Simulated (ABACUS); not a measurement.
A self-consistent single point of CdS (P6_3mc, 8 atoms in the cell; from Materials Project mp-672) with ABACUS.

All values come from this method and carry its errors: LDA (PW92), PseudoDojo 0.4 standard norm-conserving LDA (tails mended) pseudopotentials (plane waves; ABACUS).

```yaml
crystal:
  lattice:
    - [4.16884, 0.00000, 0.00000]
    - [0.00000, 7.22064, 0.00000]
    - [0.00000, 0.00000, 6.77962]
  atoms:
    - { symbol: Cd, position: [0.50000, 0.16667, 0.50022] }
    - { symbol: Cd, position: [0.00000, 0.33333, 0.00022] }
    - { symbol: Cd, position: [0.00000, 0.66667, 0.50022] }
    - { symbol: Cd, position: [0.50000, 0.83333, 0.00022] }
    - { symbol: S, position: [0.50000, 0.16667, 0.87678] }
    - { symbol: S, position: [0.00000, 0.33333, 0.37678] }
    - { symbol: S, position: [0.00000, 0.66667, 0.87678] }
    - { symbol: S, position: [0.50000, 0.83333, 0.37678] }
```

Reference input (self-consistent single point, DFT, LDA (PW92), plane waves, PseudoDojo 0.4 standard norm-conserving LDA (tails mended) pseudopotentials): KPT = Gamma 4 3 3 0 0 0; basis_type = pw; dft_functional = PWLDA; ecutwfc = 102 Ry; smearing_method = fd; smearing_sigma = 0.00146997 Ry; potentials = PseudoDojo 0.4 standard norm-conserving LDA (tails mended); symmetry = 1; symmetry_prec = 1e-05; ks_solver = dav; scf_nmax = 100; scf_thr = 1.0e-09 Ry. This run's input differs from it in these lines:

```diff
@@ -53,3 +53,3 @@
 Gamma
-4 3 3 0 0 0
+5 3 3 0 0 0
```

Output, abridged:

```
 SELF-CONSISTENT
 -------------------------------------------

                                 init_chg = atomic

 PW ALGORITHM --------------- ION=   1  ELEC=   1--------------------------------

 Notice: Threshold on eigenvalues was too large.

 Density error is 0.441328981847
                          Error Threshold = 0.000427697709148
 E_KohnSham     -1490.9390451414     -20285.2663846020
 E_Fermi        0.4550292656         6.1909907693

 PW ALGORITHM --------------- ION=   1  ELEC=   2--------------------------------

 Density error is 0.182918295089
                          Error Threshold = 0.000424354790237
   [... lines left out ...]

 Density error is 5.47077005814e-09
                          Error Threshold = 8.49840690511e-10
 E_KohnSham     -1491.1033354314     -20287.5016686724
 E_Fermi        0.4965266691         6.7555919093

 PW ALGORITHM --------------- ION=   1  ELEC=   8--------------------------------

 Density error is 2.39993270509e-10
                          Error Threshold = 5.26035582513e-12
 E_KohnSham     -1491.1033354344     -20287.5016687137
 E_KS(sigma->0) -1491.1033354344     -20287.5016687137
 E_entropy(-TS) -0.0000000000        -0.0000000000
 E_Fermi        0.4965294502         6.7556297475
 charge density convergence is achieved
 final etot is -20287.501669 eV
 EFERMI = 6.7556297475 eV

 STATE ENERGY(eV) AND OCCUPATIONS    NSPIN == 1
   [... 60 lines left out ...]

 TOTAL-FORCE (eV/Angstrom)
                       Cd1         0.0000000000        -0.0025073748        -0.0021175597
                       Cd2         0.0000000000         0.0016392533        -0.0022604445
                       Cd3         0.0000000000        -0.0016392533        -0.0022604445
                       Cd4         0.0000000000         0.0025073748        -0.0021175597
                        S1         0.0000000000        -0.0014873283         0.0021983624
                        S2         0.0000000000         0.0014295745         0.0021796418
                        S3         0.0000000000        -0.0014295745         0.0021796418
   [... lines left out ...]

 TOTAL-STRESS (KBAR)
       -39.0824354910         0.0000000000         0.0000000000
         0.0000000000       -39.5224203111         0.0000000000
         0.0000000000         0.0000000000       -38.6186638914
 TOTAL-PRESSURE: -39.074507 KBAR

 --------------------------------------------
 !FINAL_ETOT_IS -20287.5016687136849214 eV
 --------------------------------------------
```

The run converged in 8 iterations. Against the reference run the free energy goes down by 2.3 meV/atom, the pressure hardly changes (-3.89 to -3.91 GPa) and the largest force moves little (0.007 to 0.003 eV/Å).

This run is one point of a test of settings, so its values need not be converged; read them against the reference run alone. The structure comes from a collection of computed structures, made at another level of theory; the collection holds predicted forms beside known ones.

Cost on one core: very roughly 5 core-minutes.

“Tails mended”: in these copies of the files the far tail of each local potential was reset to the Coulomb form.
